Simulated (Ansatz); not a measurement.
LiF:
```
CELL_PARAMETERS angstrom
      3.28016     0.00000     0.00000
     -1.64008     2.84070     0.00000
      0.00000     0.00000     3.99718
ATOMIC_POSITIONS crystal
  Li 0.33333 0.66667 0.75000
  F  0.66667 0.33333 0.75000
  F  0.33333 0.66667 0.25000
  Li 0.66667 0.33333 0.25000
```

Relaxed with r²SCAN.

Map the electron localisation function on the plane through (0.333, 0.667, 0.750) spanned by u = [1, 1, 0] and v = [1, -1, 0] in lattice vectors, from plane-wave PAW r²SCAN (Ansatz code).

x is the fraction of u, y of v (the angle between them is 90°; rows are the nearest grid lines); atoms in the plane: Li at (0.00, 0.00), Li at (0.50, 0.50), F at (0.00, 0.33), F at (0.50, 0.83).
```
|99600256665200699|
|99201577777510299|
|74003788888730047|
|00047876567874000|
|00157875457875100|
|00257777677775200|
|00146788788764100|
|00012456665421000|
|00000111111100000|
|00000000000000000|
|11000014541000011|
|43200059995000234|
|77751029992015777|
|88873004740037888|
|77876100000167877|
|56787400000478765|
|45787510001578754|
|78876410001467887|
|87765200000256778|
|66542100000124566|
|11110000000001111|
|54100001110000145|
|99500023432000599|
|99600256665200699|
```
Scale: ten equal steps from 0.006 (start of '0') to 0.998 (end of '9'), in the order '0123456789'; x runs from 0.000 to 1.00, y from 0.000 (bottom) to 1.00 (top).

The density is the valence pseudo-density with augmentation charge, so density and ELF within about 1 Å of a nucleus are not all-electron values.

Space group P6_3/mmc. The start of the workflow was typed in or built on a structure type; neither database checked (COD, Materials Project) lists it. It is not the phase usual at ambient conditions (space group No. 225). The cell was relaxed with r²SCAN under the symmetry of its start; its stability against distortions is not shown here.

Potentials: the earlier of the program's two PAW sets.
